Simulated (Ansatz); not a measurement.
**Ansatz 0.2.0, relaxation: TaCuN$_{2}$**

input.yaml:

```yaml
crystal:
  lattice:
    - [1.57242655, 0.90784569, 5.8290795]
    - [-1.57242655, 0.90784569, 5.8290795]
    - [0.0, -1.81568134, 5.8290795]
  atoms:
    - { symbol: Ta, position: [0.5, 0.5, 0.5] }
    - { symbol: Cu, position: [0.0, 0.0, 0.0] }
    - { symbol: "N", position: [0.119, 0.119, 0.119] }
    - { symbol: "N", position: [0.881, 0.881, 0.881] }
  symmetry: { tolerance: 0.0003 }
kpoints:
  mp_grid: { grid: [8, 8, 8], shift: [0, 0, 0] }
magnetization:
  spin_polarized: false
scf:
  occupations: { method: fermi_dirac }
  lower_state_search: "off"
hamiltonian:
  pseudopotentials: { kind: paw }
  xc: r2scan
basis:
  ecutwfc: 500
  fft_grid_basis: typed
relax:
  max_steps: 40
  cell: { p_target: 0.0 }
  f_tol: 0.03
output:
  forces: true
  stress: true
  eigenvalues: true
  bader: true
  populations: true
  elf: true
  write_potential: true
  volumetric_format: npy
  dos:
    e_range: [-12, 8]
    de: 0.05
    projected: { site_lists: { Cu: [Cu], "N": ["N"], Ta: [Ta] } }
  write_density: true
checkpoint:
  read: saved_state
```

Launch command:

```bash
ansatz run input.yaml --threads 2 --pin off --max-ram 2560MiB --backend cpu --events-out ev --progress --plain --runs-dir out
```

Origin of the cell: a database entry, scaled a little.

The smearing width isn't typed, so it takes its default of 0.1 eV.

The saved state is a converged single point of the same cell.

Steps («new basis» is an SCF on plane waves selected anew at the same cell):

```
step  ΔF (meV/atom)  max force component (eV/Å)  P (GPa)  volume (Å³)  SCF iterations   step was
   1            0.0                       6.520    18.51        49.93               7   accepted
   2         -338.0                       0.737    -6.05        51.21               8   accepted
   3         -374.0                       0.110     0.04        49.46               8   accepted
   4         -374.3                       0.012    -0.11        49.48               6   accepted
   5         -374.3                       0.020     0.05        49.47               5   accepted
   6         -374.3                       0.002     0.03        49.46               5   accepted
   7         -374.2                       0.002     0.02        49.46               6  new basis
```

The starting structure.

Space group R-3m (No. 166); the run's cell has a = 6.105 Å, b = 6.105 Å, c = 6.105 Å, α = 29.85°, β = 29.85°, γ = 29.85°. Shortest distances: N–Ta 2.00 Å, Cu–N 2.08 Å, N–N 2.46 Å, Ta–Ta 3.14 Å, Cu–Cu 3.14 Å, Cu–Ta 3.43 Å.

After:

Space group R-3m (No. 166); the run's cell has a = 6.072 Å, b = 6.072 Å, c = 6.072 Å, α = 29.96°, β = 29.96°, γ = 29.96°. Shortest distances: Cu–N 1.84 Å, N–Ta 2.10 Å, N–N 2.78 Å, Ta–Ta 3.14 Å, Cu–Cu 3.14 Å, Cu–Ta 3.42 Å.

```xyz
4
Lattice="1.5696 0.9062 5.7957 -1.5696 0.9062 5.7957 0.0000 -1.8124 5.7957" Properties=species:S:1:pos:R:3 pbc="T T T"
Ta    0.0000    0.0000    8.6935
Cu    0.0000    0.0000    0.0000
N     0.0000    0.0000    1.8450
N     0.0000    0.0000   15.5420
```

- Free energy lowered by: 374.2 meV/atom
- Volume change: -0.93 %
- Final pressure: 0.02 GPa
- Relaxation steps listed: 7
- Formation energy (elements under the same functional, gases as molecules, uncorrected): -0.702 eV/atom

Caveats: no spin-orbit coupling, though heavy elements are present; the database entry stands far from equilibrium and may be faulty; the relaxation held the start's symmetry, so the end may be a saddle point.

It ran for 76 s on 2 threads of Arm Neoverse V1 (shared host), peak memory 0.87 GiB, from a saved density.
